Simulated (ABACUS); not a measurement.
ABACUS run on Al₂Cu (C2/m, 3 atoms in the cell; from Materials Project mp-985806, changed as shown): self-consistent single point.

Computed with PBEsol, numerical atomic orbitals DZP (confined pseudo-atomic orbitals with Gaussian additions; energy shift 0.01 Ry), PseudoDojo 0.4 standard norm-conserving PBEsol (tails mended) pseudopotentials (ABACUS).

The change in words: lattice vector c scaled by 0.99. Reference geometry (I4/mmm):
```yaml
crystal:
  lattice:
    - [-2.03034, 2.03034, 2.85109]
    - [2.03034, -2.03034, 2.85109]
    - [2.03034, 2.03034, -2.85109]
  atoms:
    - { symbol: Al, position: [0.75000, 0.25000, 0.50000] }
    - { symbol: Al, position: [0.25000, 0.75000, 0.50000] }
    - { symbol: Cu, position: [0.50000, 0.50000, 0.00000] }
```

Reference input (self-consistent single point, DFT, PBEsol, numerical atomic orbitals DZP (confined pseudo-atomic orbitals with Gaussian additions; energy shift 0.01 Ry), PseudoDojo 0.4 standard norm-conserving PBEsol (tails mended) pseudopotentials): basis = DZP numerical atomic orbitals, energy shift 0.01 Ry; KPT = Gamma 12 12 12 0 0 0; basis_type = lcao; dft_functional = PBESOL; ecutwfc = 100 Ry; smearing_method = mp; smearing_sigma = 0.0199916 Ry; potentials = PseudoDojo 0.4 standard norm-conserving PBEsol (tails mended); symmetry = 1; symmetry_prec = 1e-05; ks_solver = genelpa; scf_nmax = 100. This run's input differs from it in these lines:

```diff
@@ -36,3 +36,3 @@
    3.8367770912   -3.8367770912    5.3877887053
-   3.8367770912    3.8367770912   -5.3877887053
+   3.7984099817    3.7984099817   -5.3339107238
```

Output (repeated stretches shortened):

```
 SELF-CONSISTENT
 -------------------------------------------

                  longest orb rcut (Bohr) = 8
   longest nonlocal projector rcut (Bohr) = 1.78
                     search radius (Bohr) = 19.6

                          real space grid = [ 50, 50, 50 ]
                                 init_chg = atomic

 LCAO ALGORITHM --------------- ION=   1  ELEC=   1--------------------------------

 Density error is 0.127473386019
 E_KohnSham     -387.4429312516      -5271.4315148438
 E_Fermi        0.7469806142         10.1631926481

 LCAO ALGORITHM --------------- ION=   1  ELEC=   2--------------------------------

   [... lines left out ...]

   [... 7 blocks of this kind left out ...]

 LCAO ALGORITHM --------------- ION=   1  ELEC=  10--------------------------------

 Density error is 1.98624934509e-07
 E_KohnSham     -388.1990835923      -5281.7194952338
 E_Fermi        0.7071039497         9.6206427939

 LCAO ALGORITHM --------------- ION=   1  ELEC=  11--------------------------------

 Density error is 1.97021804434e-09
 E_KohnSham     -388.1990835922      -5281.7194952327
 E_KS(sigma->0) -388.1990695183      -5281.7193037472
 E_entropy(-TS) -0.0000422218        -0.0005744565
 E_Fermi        0.7071038874         9.6206419460
 charge density convergence is achieved
 final etot is -5281.7194952 eV
 EFERMI = 9.620641946 eV

 STATE ENERGY(eV) AND OCCUPATIONS    NSPIN == 1
   [... 20 lines left out ...]

 TOTAL-FORCE (eV/Angstrom)
                       Al1        -0.0420686472         0.0420686472         0.0000000000
                       Al2         0.0420686472        -0.0420686472         0.0000000000
                       Cu1         0.0000000000         0.0000000000         0.0000000000

 TOTAL-STRESS (KBAR)
        11.3111080679         5.2506263253        -6.2647742994
         5.2506263253        11.3111080679        -6.2647742994
        -6.2647742994        -6.2647742994        13.2544967201
 TOTAL-PRESSURE: 11.958904 KBAR

 --------------------------------------------
 !FINAL_ETOT_IS -5281.7194952327226929 eV
 --------------------------------------------
```

The run converged in 11 iterations. Against the reference run the free energy rises by 1.2 meV/atom and the pressure goes from 0.18 to 1.20 GPa.

The atom-centred basis is finite, which shifts total energies and pressures against plane waves. The structure comes from a collection of computed structures, made at another level of theory; the collection holds predicted forms beside known ones.

Cost on one core: about 27 core-seconds (a rough figure).

The atomic orbitals were generated for these runs; they are not ABACUS's published sets and were checked against plane waves on a few crystals only.

“Tails mended”: in these copies of the files the far tail of each local potential was reset to the Coulomb form.
